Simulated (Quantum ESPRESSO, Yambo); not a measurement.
## RbBr: DFT and GW levels

```
RbBr
1.0
    0.00000     3.42161     3.42161
    3.42161     0.00000     3.42161
    3.42161     3.42161     0.00000
Br Rb
1 1
Direct
  0.50000   0.50000   0.50000
  0.00000   0.00000   0.00000
```

Cell and atoms were relaxed with PBEsol from Materials Project entry mp-22867, within its symmetry.

Starting point: PBEsol (pw.x of Quantum ESPRESSO, ONCV potentials, with spin-orbit coupling). G0W0 in Yambo: 4×4×4 Γ-centred k mesh, 224 bands and a 7 Ry block in the screening, 224 bands in G with the Bruneval-Gonze terminator, plasmon pole fitted at 27.2 eV.

```yaml
PBEsol gap along the band path: 4.06 eV
PBEsol gap between the mesh's edge points (Γ → Γ): 4.06 eV
G0W0 gap between the same points: 6.58 eV
```

```
k point  band  E PBEsol (eV)  E QP (eV)  shift (eV)     Z
-------  ----  -------------  ---------  ----------  ----
Γ        VB−2           0.00      -1.84       -1.84  0.82
Γ        VB−1           0.00      -1.84       -1.84  0.82
Γ          VB           0.00      -1.84       -1.84  0.82
Γ          CB           4.06       4.73        0.67  0.87
Γ        CB+1           4.06       4.73        0.67  0.87
L          VB          -0.39      -2.27       -1.88  0.82
L          CB           6.52       7.24        0.72  0.87
X          VB          -0.16      -2.04       -1.87  0.82
X          CB           5.33       6.16        0.82  0.87
W          VB          -0.40      -2.31       -1.91  0.82
W          CB           6.80       7.69        0.89  0.87
```

Energies count from the PBEsol valence-band maximum.

Nearest settings tried, and what they do to the gap: 138 bands in W, 138 bands in G: -34 meV; 3 Ry block (65 vectors against 181): -214 meV. Not varied: mesh. So the settings aren't converged at that level.
